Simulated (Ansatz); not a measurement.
# Moving the choice of potentials or basis in MoIr4

The cell as given:

```xyz
5
Lattice="1.3742 0.7934 11.3061 -1.3742 0.7934 11.3061 0.0000 -1.5868 11.3061" Properties=species:S:1:pos:R:3 pbc="T T T"
Ir    0.0000    0.0000   20.3610
Ir    0.0000    0.0000    6.7605
Ir    0.0000    0.0000   27.1578
Ir    0.0000    0.0000   13.5573
Mo    0.0000    0.0000    0.0000
```

The cell comes from a database or a generator and needn't be the stable form of this composition.

Kept alike: task relaxation of cell and atoms; functional PBEsol; k mesh 11 × 11 × 11; occupations fermi-dirac, width 0.05 eV; no spin polarisation. Program: Ansatz. Cutoffs run from 620 to 1800 eV. The mesh is that of the run's cell of 5 atoms. No spin-orbit coupling.

```csv
choice of potentials or basis,volume (Å³/atom)
Ansatz PAW (files of its older set among them) (made for PBE),14.269
JTH PAW (made for PBE),14.292
PseudoDojo standard (PBEsol files),14.252
PseudoDojo stringent (PBEsol files),14.252
```

The relaxations keep at least the cell's symmetry (R-3m). For a metal such a mesh leaves the last digits unconverged. Relaxations stop with a little pressure left, so the last digits of a volume or edge aren't settled.

Task: What does the choice of potentials or basis change here?

Result: The volume runs from 14.252 (PseudoDojo standard (PBEsol files); PseudoDojo stringent (PBEsol files)) to 14.292 Å³/atom (JTH PAW (made for PBE)).
